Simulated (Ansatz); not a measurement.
**LaPt3: computed DOS**

```yaml
crystal:
  lattice:
    - [4.21443, 0.00000, 0.00000]
    - [0.00000, 4.21443, 0.00000]
    - [0.00000, 0.00000, 4.21443]
  atoms:
    - { symbol: La, position: [0.00000, 0.00000, 0.00000] }
    - { symbol: Pt, position: [0.00000, 0.50000, 0.50000] }
    - { symbol: Pt, position: [0.50000, 0.50000, 0.00000] }
    - { symbol: Pt, position: [0.50000, 0.00000, 0.50000] }
```

The cell is the one relaxed in the Materials Project (mp-11487), not relaxed further here; entries there can be hypothetical.

Spin polarisation is left out, and whether a magnetic state lies lower isn't shown here.

Spin–orbit coupling is left out, though it moves levels of the heavy atoms by tenths of an eV or more.

Computed with Ansatz 0.2.0, DFT, LDA, all-electron LAPW, scalar-relativistic.

Numerical set-up: a Γ-centred 10×10×10 k mesh, Fermi–Dirac smearing of 0.08 eV, basis error target 1 meV/atom, no spin polarisation.

**Question.** Which of the resolved shells contributes most within 0.3 eV of the Fermi level?

**Answer.** Pt 5d, with 74 % of all states there; La 5d follows with 10 %.

**Question.** Where is the centre of the filled Pt 5d states between -14 eV and the top of the filled states?

**Answer.** -2.55 eV from the Fermi level.

**Question.** Tabulate the density of states.

**Answer.** States per eV and cell, averaged over 0.6 eV, from -7.6 to 6.0 eV, with energies (bin centres) from the Fermi level; empty bins are left out. The partial columns, the largest 4 alone, are projections on Löwdin-orthogonalised atomic shells (those that the program's projection atoms carry: the occupied ones and, for some elements, an empty d or f shell; other empty shells have no column), summed over atoms of an element. Weights on diffuse s and p shells depend on that basis and aren't pure angular character.
| E (eV) | total | Pt 5d | La 4f | La 5d | Pt 6s |
| --- | --- | --- | --- | --- | --- |
| -7.4 | 0.01 | 0.00 | 0.00 | 0.00 | 0.01 |
| -6.8 | 0.18 | 0.02 | 0.00 | 0.00 | 0.10 |
| -6.2 | 0.36 | 0.05 | 0.00 | 0.01 | 0.20 |
| -5.6 | 1.08 | 0.36 | 0.00 | 0.12 | 0.45 |
| -5.0 | 3.09 | 1.56 | 0.01 | 0.51 | 0.86 |
| -4.4 | 6.04 | 4.36 | 0.03 | 0.82 | 0.62 |
| -3.8 | 6.19 | 5.24 | 0.06 | 0.38 | 0.21 |
| -3.2 | 6.30 | 5.51 | 0.06 | 0.39 | 0.14 |
| -2.6 | 6.73 | 5.78 | 0.04 | 0.42 | 0.28 |
| -2.0 | 12.45 | 10.97 | 0.17 | 0.58 | 0.40 |
| -1.4 | 5.93 | 5.29 | 0.10 | 0.19 | 0.19 |
| -0.8 | 3.54 | 2.88 | 0.03 | 0.25 | 0.15 |
| -0.2 | 3.60 | 2.81 | 0.03 | 0.31 | 0.18 |
| 0.4 | 0.68 | 0.27 | 0.02 | 0.14 | 0.09 |
| 1.0 | 0.29 | 0.05 | 0.02 | 0.06 | 0.07 |
| 1.6 | 1.61 | 0.61 | 0.07 | 0.21 | 0.62 |
| 2.2 | 3.41 | 1.08 | 0.23 | 1.00 | 0.82 |
| 2.8 | 3.65 | 0.65 | 0.50 | 1.73 | 0.25 |
| 3.4 | 6.96 | 0.63 | 3.78 | 2.00 | 0.14 |
| 4.0 | 18.18 | 0.51 | 16.33 | 0.88 | 0.11 |
| 4.6 | 1.76 | 0.12 | 0.93 | 0.49 | 0.03 |
| 5.2 | 1.29 | 0.10 | 0.21 | 0.66 | 0.05 |
| 5.8 | 1.70 | 0.11 | 0.11 | 0.91 | 0.11 |
